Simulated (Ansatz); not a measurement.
Cu(IrS2)2 (spinel)

```
Cu(IrS2)2
1.0
    0.00000     4.89129     4.89129
    4.89129     0.00000     4.89129
    4.89129     4.89129     0.00000
Cu Ir S
2 4 8
Cartesian
  2.44565   2.44565   2.44565
  0.00000   0.00000   0.00000
  3.66847   3.66847   6.11412
  3.66847   6.11412   3.66847
  6.11412   6.11412   6.11412
  6.11412   3.66847   3.66847
  6.01900   3.76359   6.01900
  8.46465   8.46465   8.46465
  3.76359   6.01900   6.01900
  6.20924   6.20924   8.46465
  6.01900   6.01900   3.76359
  8.46465   6.20924   6.20924
  3.76359   3.76359   3.76359
  6.20924   8.46465   6.20924
```

E(V) scan at fixed shape, V₀ the volume above. The atoms relax within the cell's symmetry.

These are PBEsol (plane waves to 420 eV, PAW, scalar-relativistic; Ansatz, a program for electronic structure) values and carry that method's errors. k mesh 7×7×7 (Γ-centred), Fermi-Dirac smearing 0.05 eV. E stands for the smeared free energy. Compression counts positive. Cu(IrS2)2 is run without spin polarisation. Cu(IrS2)2 was relaxed with its symmetry unable to fall. Spin-orbit coupling is left out, though Ir is heavy. The zero of ΔE is the relaxed starting cell. The last digit holds for this mesh only.

```json
[
 {"V (Å³/atom)": "15.715", "ΔE (meV/atom)": "27.8"},
 {"V (Å³/atom)": "15.882", "ΔE (meV/atom)": "withheld"},
 {"V (Å³/atom)": "16.049", "ΔE (meV/atom)": "11.8"},
 {"V (Å³/atom)": "16.216", "ΔE (meV/atom)": "6.5"},
 {"V (Å³/atom)": "16.383", "ΔE (meV/atom)": "2.8"},
 {"V (Å³/atom)": "16.550", "ΔE (meV/atom)": "0.7"},
 {"V (Å³/atom)": "16.718", "ΔE (meV/atom)": "0.0"},
 {"V (Å³/atom)": "16.885", "ΔE (meV/atom)": "0.7"},
 {"V (Å³/atom)": "17.052", "ΔE (meV/atom)": "2.6"},
 {"V (Å³/atom)": "17.219", "ΔE (meV/atom)": "5.7"},
 {"V (Å³/atom)": "17.386", "ΔE (meV/atom)": "9.9"},
 {"V (Å³/atom)": "17.553", "ΔE (meV/atom)": "15.2"},
 {"V (Å³/atom)": "17.721", "ΔE (meV/atom)": "21.4"}
]
```

### Question
Fit a third-order Birch-Murnaghan form (E₀, V₀, B₀, B₀′ free) to the given rows and predict ΔE at V = 15.882.

### Answer
Least squares on the 12 given rows: ΔE = E₀ + (9V₀B₀/16)·y²·[2 + (B₀′ − 4)y], y = (V₀/V)^(2/3) − 1, with V₀ = 16.717 Å³/atom, B₀ = 129.4 GPa (160.2 GPa = 1 eV/Å³; the term in eV is multiplied by 1000), B₀′ = 5.63, E₀ = 0.01 meV/atom; root-mean-square residual 0.02 meV/atom. At 15.882 the fit gives 18.9 meV/atom; the calculation gives 18.8 meV/atom, so the interpolation is off by 0.1 (+0.5 %). For the pressure the fit gives 7.7 GPa against the computed 7.6 GPa.

(Under strain, the slope of the energy per volume gives the stress and its curvature an elastic modulus.)
